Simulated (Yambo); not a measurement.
Material: BeO (wurtzite, space group P6_3mc, No. 186) under biaxial strain of -1 % along x and y, z relaxed; a = b = 2.6640 Å, c = 4.3854 Å, α = β = 90.00°, γ = 120.00° (4 atoms in the cell). The PBEsol cell relaxed from Materials Project entry mp-2542 was given a biaxial strain of -1 % along x and y, z relaxed, and the atoms were relaxed again.

With PBEsol (Quantum ESPRESSO, PseudoDojo norm-conserving, 88 Ry, without SOC), the gap between the mesh's edge points (Γ → Γ) is 7.749 eV.

Q: Estimate the G0W0 gap between the same points from Yambo (6×6×4 Γ-centred k mesh, bands 3 to 66 and a 10 Ry block in the screening, 66 bands in G with the Bruneval-Gonze terminator, plasmon pole fitted at 27.2 eV).

A: The correction is 2.807 eV, giving 10.556 eV, 1.4 times the PBEsol value.  Convergence of the G0W0 settings was not tested.
